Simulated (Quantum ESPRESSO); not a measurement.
# Planted mistakes on one cell of Hf3TaO7N

These are calculations, not measurements. They come from pw.x of Quantum ESPRESSO 7.5, a plane-wave density functional program, with PseudoDojo standard norm-conserving files (v0.5 for PBE, v0.4.1 for LDA and PBEsol). The cells are made up: elements, strain and atom displacements were drawn at random, and nothing was relaxed. There is no spin polarisation, spin-orbit coupling or dispersion term.

The hafnium file is less sure than the others, with forces about 3 percent (worst 6) and pressure in oxides about 1.5 GPa (worst 2.7) from a second method in checks, which no rerun with the same files tests.

The cell has 12 sites of a fluorite lattice. Sites 1 to 4 hold Hf Hf Hf Ta; sites 5 to 12 hold O O O O N O O O. Cell vectors in Å: (5.218, -0.017, 0.044); (-0.017, 5.144, 0.021); (0.044, 0.021, 5.131). Settings: PBE, cutoff 1143 eV, 4 x 4 x 4 k mesh shifted by half a step, Fermi-Dirac smearing of 0.025 eV.

The intended run has a self-consistency threshold of 1e-07 eV, a smearing term of 0.000 eV, a pressure of -10.63 GPa and 16 iterations. Each further run changes one thing: atoms of sites 5 and 9 exchanged; cutoff 657 eV; k mesh 2 x 2 x 2; one electron added; smearing 0.52 eV; threshold 0.06 eV. A coarse mesh keeps the shift, and a charged cell sits in a uniform background.

```
run  change of free energy (eV)  smearing term -TS (eV)  change of P (GPa)  largest change of a force component (eV/Å)  iterations
  A                      -0.537                   0.000              -0.32                                       3.593          16
  B                      -0.327                   0.000              -0.52                                       0.160          16
  C                      -0.637                  -1.784               1.68                                       0.783          15
  D                      14.409                  -0.018              22.00                                       0.855          16
  E                       6.004                   0.000             -31.91                                       0.074          16
  F                       0.022                   0.000              -0.47                                       0.056           7
```

A rerun of the intended cell at 1437 eV and k mesh 6 x 6 x 6 moved values by no more than 0.002 eV in the cell's energy, 0.05 GPa in stress and 0.011 eV/Å in force.

Question: which change belongs to which run?

## Worked reading

Run F has the fewest iterations, as a run stopped early does. Run C has the largest smearing term, as wide smearing gives. Run E has a higher energy and the largest fall in pressure, as too small a basis gives. Energies from files of another functional, or of a charged cell, have another zero and say nothing on stability; the pressure of a charged cell rests on the program's zero of potential too.

## Key

```
run,change
A,atoms of sites 5 and 9 exchanged
B,k mesh 2 x 2 x 2
C,smearing 0.52 eV
D,one electron added
E,cutoff 657 eV
F,threshold 0.06 eV
```